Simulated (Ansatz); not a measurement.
The relaxed structure here is a generated cell of CuI: the first start was made by placing the elements on the sites of a structure type, and the end was not matched to a known phase here, so it may be hypothetical. Known forms of CuI include space group No. 216.

One stationary structure of CuI. Space group P1 (No. 1). All values below come from r2SCAN (plane waves to 500 eV, PAW, scalar-relativistic; Ansatz, a first-principles code).

```cif
data_Cu4I4
_chemical_formula_sum 'Cu4 I4'
_space_group_name_H-M_alt 'P1'
_space_group_IT_number 1
_space_group_name_Hall 'P 1'
_cell_length_a 6.19892
_cell_length_b 6.32813
_cell_length_c 7.04582
_cell_angle_alpha 114.069
_cell_angle_beta 114.912
_cell_angle_gamma 90.866
loop_
_atom_site_label
_atom_site_type_symbol
_atom_site_symmetry_multiplicity
_atom_site_Wyckoff_symbol
_atom_site_fract_x
_atom_site_fract_y
_atom_site_fract_z
_atom_site_occupancy
Cu1 Cu 1 a 0.25443 0.17049 0.14782 1
Cu2 Cu 1 a 0.95881 0.42707 0.67214 1
Cu3 Cu 1 a 0.38738 0.37659 0.91668 1
Cu4 Cu 1 a 0.51205 0.31628 0.58384 1
I1 I 1 a 0.33393 0.78966 0.89498 1
I2 I 1 a 0.85348 0.31641 0.94914 1
I3 I 1 a 0.09533 0.06463 0.42780 1
I4 I 1 a 0.59327 0.56018 0.39615 1
```

Problem. Estimate the band gap that r2SCAN returns for this input.

Solution. 1.56 eV, direct within 0.03 eV (at Γ) (no spin-orbit coupling).

Problem. What smallest direct gap does r2SCAN give?

Solution. 1.56 eV at Γ.

No spin polarisation in the result. Spin-orbit coupling is missing; with elements this heavy it can move band edges by tenths of an eV or more.

It was reached from a disturbed copy of a I2₁3 (No. 199) cell (AFLOW prototype AB_cI16_199_a_a (B_a)), against which it lies -0.525 eV/atom.
